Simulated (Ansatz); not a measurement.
CaCu2Si2:
```yaml
crystal:
  lattice:
    - [-2.01787, 2.01787, 4.92710]
    - [2.01787, -2.01787, 4.92710]
    - [2.01787, 2.01787, -4.92710]
  atoms:
    - { symbol: Si, position: [0.37965, 0.37965, 0.00000] }
    - { symbol: Si, position: [0.62035, 0.62035, 0.00000] }
    - { symbol: Ca, position: [0.00000, 0.00000, 0.00000] }
    - { symbol: Cu, position: [0.75000, 0.25000, 0.50000] }
    - { symbol: Cu, position: [0.25000, 0.75000, 0.50000] }
```

Relaxed with r²SCAN.

Problem. Give the Bader charges and basin volumes of the independent atoms, plane-wave PAW r²SCAN (Ansatz code).

Solution. 

```json
[
 {"atom": "Si1", "Bader charge (e)": "-0.41", "Bader volume (Å³)": "18.8"},
 {"atom": "Ca3", "Bader charge (e)": "+1.38", "Bader volume (Å³)": "12.8"},
 {"atom": "Cu4", "Bader charge (e)": "-0.28", "Bader volume (Å³)": "14.9"}
]
```

Space group I4/mmm. The workflow started from an entry of the Crystallography Open Database (COD). Whether it is the stable phase at ambient conditions was not checked. Symmetry was held in the r²SCAN relaxation; whether a distortion lowers the energy is not shown. No spin polarisation was allowed.

Potentials: the later of the program's two PAW sets.
